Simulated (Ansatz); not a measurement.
Na:
```
Na
1.0
   -2.09853     2.09853     2.09853
    2.09853    -2.09853     2.09853
    2.09853     2.09853    -2.09853
Na
1
Direct
  0.00000   0.00000   0.00000
```

Relaxed with PBE. Special points in fractions of this cell's reciprocal vectors: Γ (0.000, 0.000, 0.000); H (0.500, -0.500, 0.500); N (0.000, 0.000, 0.500); P (0.250, 0.250, 0.250).

**Question.** List the band energies nearest the Fermi level at these points for PBE (plane waves, PAW; program Ansatz).

**Answer.** In eV from the Fermi level; about four levels below and three above (degenerate sets whole), none deeper than 8.9 eV; … stands for higher levels left out; points with the same levels are listed once.

```csv
k,below,above
Γ,-3.26,11.77 11.77 11.77
H,–,4.55 4.55 …
N,–,0.78 1.25 8.24
P,–,2.74 2.74 2.74
```

Space group Im-3m (bcc (W type)). Symmetry was held in the PBE relaxation.

Potentials: the earlier of the program's two PAW sets.
